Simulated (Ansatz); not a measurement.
Polymorphs of La, each relaxed with DFT-r²SCAN in the program Ansatz with PAW potentials:

A: bcc (W type) (Im-3m)
a = b = c = 4.2450 Å, α = β = γ = 90.00°

| atom | site | symmetry | x | y | z |
|---|---|---|---|---|---|
| La | 2a | m-3m | 0.0000 | 0.0000 | 0.0000 |

B: diamond (Fd-3m)
a = b = c = 6.654 Å, α = β = γ = 90.00°

```json
[
 {"atom": "La", "site": "8b", "symmetry": "-43m", "x": "0.5000", "y": "0.5000", "z": "0.5000"}
]
```

C: simple cubic (Pm-3m)
a = b = c = 3.2950 Å, α = β = γ = 90.00°

```json
[
 {"atom": "La", "site": "1a", "symmetry": "m-3m", "x": "0.0000", "y": "0.0000", "z": "0.0000"}
]
```

Question: Order them by energy per atom at 0 K (lowest first) at the level r²SCAN.

Answer: A (+0 meV/atom), C (+346 meV/atom), B (+770 meV/atom)

Constructed cells (a structure type filled with these elements, in neither database checked): C. Built on a structure type that need not be the filed one of that space group: A. Typed or built starts, not in the databases checked: B. Not the usual ambient phase: A; B; C. Unstable at this level: A; B; C. All cells were relaxed under the symmetry of their starts (and spin orders); stability against distortions was not tested throughout. Scalar-relativistic: spin–orbit coupling is off unless named, which matters more the heavier the elements.

Energies hold the estimated change up to a 700 eV cutoff; steps of a few meV lie near the error of the meshes.

Potentials: the later of the program's two PAW sets.
